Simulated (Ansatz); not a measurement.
Relaxing an invented GaSe₃ structure

Theory: DFT PBE, scalar-relativistic, plane waves, PAW in Ansatz 0.2.0. Cutoff 420 eV, Gaussian smearing, Γ-centred meshes. Cell and atoms relax on a converged mesh. In metals the finer mesh still leaves noise of several meV/atom or more. The steps can't lower the symmetry of their start. No spin polarisation.

A trial structure of GaSe₃ was built thus: perovskite family, tilts a0a0c- (I4/mcm, No. 140) (A site vacant; B site Ga; X site Se). The dimensions are guesses.

Space group I4/mcm (No. 140). a = 7.071 Å, b = 7.071 Å, c = 10.000 Å, α = 90.00°, β = 90.00°, γ = 90.00°
```tsv
atom	site	symmetry	x	y	z
Ga	4c	4/m..	0.0000	0.0000	0.5000
Se	8h	m.2m	0.2907	0.7907	0.5000
Se	4a	422	0.0000	0.0000	0.7500
```

Formation energies are uncorrected and refer to the elements' standard structures at the same level.

Question: Where does the relaxation end?

Answer: The symmetry stays I4/mcm (No. 140). The volume per atom shrinks by 5.5 %, from 31.3 to 29.5 Å³. The shortest distance goes from 2.50 Å (Ga–Se) to 2.30 Å (Se–Se). The energy falls by about 0.36 eV/atom (the start's value is from the coarse mesh). The end is written in a standard setting, so origin, axes and order of atoms can differ from the start's. Conventional cell: a = 6.908 Å, c = 9.896 Å. Ga has 2 Se at 2.47 Å and 4 Se at 2.76 Å; Se on a site of symmetry m2m is surrounded by 1 Se at 2.30 Å and 2 Ga at 2.76 Å; around Se on a site of symmetry 422 lie 2 Ga at 2.47 Å.

```
Ga Se
1.0
    -3.45423    3.45423    4.94798
     3.45423   -3.45423    4.94798
     3.45423    3.45423   -4.94798
Ga Se
2 6
Direct
  0.50000 0.50000 0.00000
  0.00000 0.00000 0.00000
  0.38233 0.88233 0.26465
  0.88233 0.61767 0.50000
  0.75000 0.75000 0.00000
  0.61767 0.11767 0.73535
  0.11767 0.38233 0.50000
  0.25000 0.25000 0.00000
```

Question: Give its energy and gap.

Answer:

| Property | Result |
| --- | --- |
| Formation energy | +0.10 eV/atom |
| Gap on the 8×8×8 mesh of the 8-atom cell | 0 eV (a metal) |

It can't be a ground state, since the elements alone are lower.

The last run used Gaussian smearing of 0.10 eV. The cell is a metal run without spin; a magnetic state may lie lower. The reference form of Se is held partly by dispersion forces, which this level lacks. Symmetry constrained the relaxation, so the result can be a saddle point.
